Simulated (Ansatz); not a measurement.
Given:

C:
```yaml
crystal:
  lattice:
    - [-2.42920, 2.42920, 2.42920]
    - [2.42920, -2.42920, 2.42920]
    - [2.42920, 2.42920, -2.42920]
  atoms:
    - { symbol: C, position: [0.32547, 0.32547, 0.32547] }
    - { symbol: C, position: [0.00000, 0.00000, 0.67453] }
    - { symbol: C, position: [0.00000, 0.67453, 0.00000] }
    - { symbol: C, position: [0.67453, 0.00000, 0.00000] }
    - { symbol: C, position: [0.00000, 0.00000, 0.32547] }
    - { symbol: C, position: [0.67453, 0.67453, 0.67453] }
    - { symbol: C, position: [0.00000, 0.32547, 0.00000] }
    - { symbol: C, position: [0.32547, 0.00000, 0.00000] }
```

This is the r²SCAN-relaxed structure.

Question: All from DFT-r²SCAN in the program Ansatz with PAW potentials, unless another level is named. Predict the Hill bulk and shear moduli.

Answer: 322 and 225 GPa.

Question: Next, the elastic constants (relaxed ions, GPa)?

Answer: C11 = 515, C12 = 226, C44 = 303.

Space group Im-3m. The start of the workflow was typed in or built on a structure type; neither database checked (COD, Materials Project) lists it. It is not the phase usual at ambient conditions (space group No. 194, 227). Symmetry was held in the r²SCAN relaxation; whether a distortion lowers the energy is not shown.

Potentials: the later of the program's two PAW sets.
